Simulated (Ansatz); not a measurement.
## Sc3Al: a fit and a missing row

Sc3Al, Pm-3m, a = 4.427 Å. The structure is a Materials Project entry; whether it is the stable form wasn't checked. Ansatz: r2SCAN, PAW, 500 eV, Γ-centred 10×10×10 mesh on 4 atoms, Gaussian smearing 0.10 eV; no spin polarisation. Symmetry fixes shape and atoms, so the cell is only scaled; pressure is positive in compression.

```tsv
V (Å³/atom)	P (GPa)
20.388	4.51
21.038	2.09
21.689	0.00
22.340	?
22.990	-3.40
```

**Question.** Take V0 = 21.689 Å³/atom, fit the third-order Birch–Murnaghan form to the other rows, and predict the missing pressure.

**Answer.** With the Eulerian strain f = ½[(V0/V)^(2/3) − 1] and y = P/[3f(1 + 2f)^(5/2)], the form is the line y = B0 + 1.5 B0 (B0′ − 4) f. Rows (f, y): 0.02105, 64.4; 0.01026, 64.5; -0.01905, 65.6. Means f = 0.004087, y = 64.833; Σ(Δf)² = 0.0008612, ΣΔfΔy = -0.02715; the slope is their ratio. y = 64.96 − 31.52 f GPa, so B0 = 65.0 GPa and B0′ = 4 + 2 × (-31.52)/(3 × 64.96) = 3.68. At V = 22.340, f = -0.00976, y = 65.27 and P = -1.82 GPa. The run gave -1.81 GPa, so the fit is 0.01 GPa too low, within twice the rms miss on the fitted rows (0.005 GPa).